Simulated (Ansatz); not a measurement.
Relaxation of a relaxed Ge cell displaced along its unstable phonon at q = (½, 0, ½) of its primitive reciprocal cell (62i cm⁻¹), largest move 0.15 Å; 2 atoms in the cell, which starts as Imma (No. 74), oI4; a = 4.9437 Å, b = 5.2947 Å, c = 2.8543 Å, α = β = γ = 90.00°. Calculation: r2SCAN (plane waves to 500 eV, PAW, scalar-relativistic; Ansatz, a quantum-chemistry and plane-wave program). Γ-centred k-mesh 13×13×13 on the run's cell (coarser than for final values), Fermi–Dirac smearing 0.05 eV. This is the first round of the run. 

The optimiser's lines from the output (shortened; P is positive under compression):

```
relax step   1: F+E_penalty+E_count = -8605.06248427 eV  Δ(F+E_penalty+E_count) = +0.000e0 eV  max|allowed force component| = 8.693e-2 eV/Å  Δτ_max = 0.0000 Å  P = -0.112 GPa  Ω = 37.356 Å³  (6 SCF iters, dr2 threshold 1.00e-7 eV, accepted)
relax step   2: F+E_penalty+E_count = -8605.07406280 eV  Δ(F+E_penalty+E_count) = -1.158e-2 eV  max|allowed force component| = 9.914e-2 eV/Å  Δτ_max = 0.0380 Å  P = -0.478 GPa  Ω = 37.531 Å³  (6 SCF iters, dr2 threshold 2.00e-7 eV, accepted)
relax step   3: F+E_penalty+E_count = -8605.09113605 eV  Δ(F+E_penalty+E_count) = -1.707e-2 eV  max|allowed force component| = 5.595e-2 eV/Å  Δτ_max = 0.1061 Å  P = -0.085 GPa  Ω = 37.390 Å³  (7 SCF iters, dr2 threshold 2.00e-7 eV, accepted)
relax step   4: F+E_penalty+E_count = -8605.09478319 eV  Δ(F+E_penalty+E_count) = -3.647e-3 eV  max|allowed force component| = 3.225e-3 eV/Å  Δτ_max = 0.0682 Å  P = -0.014 GPa  Ω = 37.372 Å³  (7 SCF iters, dr2 threshold 2.00e-7 eV, accepted)
relax step   5: F+E_penalty+E_count = -8605.09485687 eV  Δ(F+E_penalty+E_count) = -7.368e-5 eV  max|allowed force component| = 1.506e-3 eV/Å  Δτ_max = 0.0041 Å  P = -0.001 GPa  Ω = 37.369 Å³  (4 SCF iters, dr2 threshold 1.13e-7 eV, accepted)
relax step   6: F+E_penalty+E_count = -8605.09487199 eV  Δ(F+E_penalty+E_count) = -1.512e-5 eV  max|allowed force component| = 1.864e-4 eV/Å  Δτ_max = 0.0013 Å  P = -0.004 GPa  Ω = 37.369 Å³  (4 SCF iters, dr2 threshold 2.44e-8 eV, accepted)
relax step   7: F+E_penalty+E_count = -8605.09497121 eV  Δ(F+E_penalty+E_count) = -9.922e-5 eV  max|allowed force component| = 1.452e-4 eV/Å  Δτ_max = 0.0000 Å  P = -0.005 GPa  Ω = 37.369 Å³  stress off target by 9.65e-3 GPa  SCF on the basis re-selected at this cell (its energy is not comparable with the rows above)  (7 SCF iters)
```

From the first to the last row the energy changes by -0.02 eV/atom and the volume by 0.0 %. The last row is marked as not comparable with the walk above it, whose basis was carried along; it does compare with step 1, since both stand on a basis selected at the nominal cutoff for their own cell.

Later rounds, restarted from the end of this one on a renewed k-mesh, logged 5 more steps and released under 0.01 eV/atom more. The final structure after all rounds: I4₁/amd, origin choice 1 (No. 141), tI4, AFLOW prototype A_tI4_141_a (A5, as in Sn); a = 5.1317 Å, b = 5.1317 Å, c = 2.8348 Å, α = 90.00°, β = 90.00°, γ = 90.00°. Between re-selections the logged energies stand on a plane-wave basis carried along with the cell. No spin polarisation in the result.

The run could not lose the symmetry of its start.

Of the parent cell (P6/mmm (No. 191)): it is a generated cell of Ge: the first start was made by placing the elements on the sites of a structure type, and the end was not matched to a known phase here, so it may be hypothetical. Known forms of Ge include space group No. 227.

The relaxed structure has the type that Ge is known to take under pressure; here it was relaxed at zero pressure, from a generated start.
